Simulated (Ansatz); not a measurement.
Y₂In:
```xyz
6
Lattice="5.3921 0.0000 0.0000 -2.6961 4.6697 0.0000 0.0000 0.0000 6.7748" Properties=species:S:1:pos:R:3 pbc="T T T"
Y      0.0000     3.1131     5.0811
Y      2.6961     1.5566     1.6937
In     0.0000     3.1131     1.6937
In     2.6961     1.5566     5.0811
Y      0.0000     0.0000     0.0000
Y      0.0000     0.0000     3.3874
```

Relaxed with r²SCAN.

Task: Give the Bader charges and basin volumes of the independent atoms, r²SCAN (plane waves, PAW; program Ansatz).

Result: 

| atom | Bader charge (e) | Bader volume (Å³) |
|---|---|---|
| Y1 | +1.31 | 19.8 |
| In3 | -2.42 | 44.0 |
| Y5 | +1.11 | 21.5 |

Space group P6_3/mmc. The workflow started from an entry of the Crystallography Open Database (COD). Its standing as an ambient phase is unchecked. Symmetry was held in the r²SCAN relaxation; whether a distortion lowers the energy is not shown. No spin polarisation was allowed.

Potentials: the later of the program's two PAW sets.
